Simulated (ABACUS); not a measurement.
Band structure of ZnS (P6_3mc, 8 atoms in the cell; from Materials Project mp-10281).

```
ZnS
1.0
    3.80895     0.00000     0.00000
   -1.90447     3.29865     0.00000
    0.00000     0.00000    12.45260
Zn S
4 4
Direct
  0.66667   0.33333   0.74993
  0.33333   0.66667   0.24993
  0.00000   0.00000   0.50000
  0.00000   0.00000   0.00000
  0.66667   0.33333   0.93773
  0.33333   0.66667   0.43773
  0.00000   0.00000   0.68734
  0.00000   0.00000   0.18734
```

Computed with PBE, numerical atomic orbitals DZP (confined pseudo-atomic orbitals with Gaussian additions; energy shift 0.003 Ry), PseudoDojo 0.5 standard norm-conserving PBE (tails mended) pseudopotentials run with ABACUS.

Settings: basis = DZP numerical atomic orbitals, energy shift 0.003 Ry; KPT = Gamma 12 12 2 0 0 0; basis_type = lcao; dft_functional = PBE; ecutwfc = 100 Ry; smearing_method = fixed; potentials = PseudoDojo 0.5 standard norm-conserving PBE (tails mended); symmetry = 1; nbands = 64; ks_solver = scalapack_gvx; scf_nmax = 100; scf_thr = 1.0e-06; mixing_type = broyden; mixing_beta = 0.7.

The atom-centred basis is finite, which shifts total energies, pressures, gaps and forces against plane waves. The structure comes from a collection of computed structures, made at another level of theory; the collection holds predicted forms beside known ones.

Task: Predict the gap along the standard path and the places of the band edges.

Result: The gap along the path is 2.30 eV, direct at Γ to within 0.01 eV.

Points are given in units of this cell's reciprocal vectors. Levels in eV from the top of the valence band on the SCF mesh, bands 49 to 53:
```
point                   49     50     51     52    53
-------------------  -----  -----  -----  -----  ----
Γ (0 0 0)            -0.47  -0.03   0.00   0.00  2.30
M (0.5 0 0)          -1.62  -1.59  -1.12  -0.89  3.40
K (0.333 0.333 0)    -2.32  -1.77  -1.77  -1.34  4.61
A (0 0 0.5)          -0.15  -0.15  -0.15  -0.15  3.17
L (0.5 0 0.5)        -1.52  -1.52  -1.12  -1.12  3.77
H (0.333 0.333 0.5)  -1.82  -1.82  -1.62  -1.62  4.45
```

Higher empty bands are left out: an atom-centred basis made for the valence describes them poorly.

The atomic orbitals were generated for these runs; they are not ABACUS's published sets and were checked against plane waves on a few crystals only.

“Tails mended”: in these copies of the files the far tail of each local potential was reset to the Coulomb form.
